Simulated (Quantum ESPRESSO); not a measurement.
Space group P4/nmm, origin choice 1 (No. 129); a = 3.814 Å, b = 3.814 Å, c = 4.887 Å, α = 90.00°, β = 90.00°, γ = 90.00°

| atom | site | symmetry | x | y | z |
|---|---|---|---|---|---|
| O | 2a | -4m2 | 0.0000 | 0.0000 | 0.0000 |
| Sn | 2c | 4mm | 0.0000 | 0.5000 | 0.2354 |

The geometry is that of Materials Project entry mp-2097, symmetrised and not relaxed again.

**Question.** What does norm-conserving PBEsol (Quantum ESPRESSO, 84 Ry, scalar-relativistic) give for the electronic structure near the Fermi level?

**Answer.** The PBEsol gap is indirect, 0.12 eV, from 14 % of the way from Γ to X to M; the smallest direct gap is 1.98 eV. Spin-orbit splittings are left out.

The distance between layers or molecules is the database entry's, not relaxed here. Functionals without dispersion can leave it too large, which widens gaps and weakens the response across layers: the numbers belong to this cell.
